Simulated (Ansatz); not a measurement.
BAs in space group P-6m2 (No. 187; B on 1a, As on 1f) under volume change, the program Ansatz at the r²SCAN level (PAW), shape and atoms relaxed at each volume.

```tsv
V (Å³/atom)	E − E(relaxed) (meV/atom)	P (GPa)
11.572	[?]	[?]
11.953	19.0	8.44
12.335	4.5	3.88
12.716	0.0	0.00
13.098	[?]	[?]
13.479	15.1	-6.04
13.861	32.5	-8.50
```

Problem. Fill in the missing entries.

Solution. 
- 11.572, E − E(relaxed) (meV/atom): 45.3
- 11.572, P (GPa): 13.79
- 13.098, E − E(relaxed) (meV/atom): 4.0
- 13.098, P (GPa): -3.24

Problem. What does a third-order Birch–Murnaghan fit give for V₀, B₀ and B′?

Solution. V₀ = 12.72 Å³/atom, B₀ = 119 GPa, B′ = 4.3.

A made-up cell: these elements were put on the sites of a structure type; neither database checked (COD, Materials Project) lists it. It is not the phase usual at ambient conditions (space group No. 216). Symmetry was held in the r²SCAN relaxation; its stability against distortions is not shown here.

Potentials: the later of the program's two PAW sets.
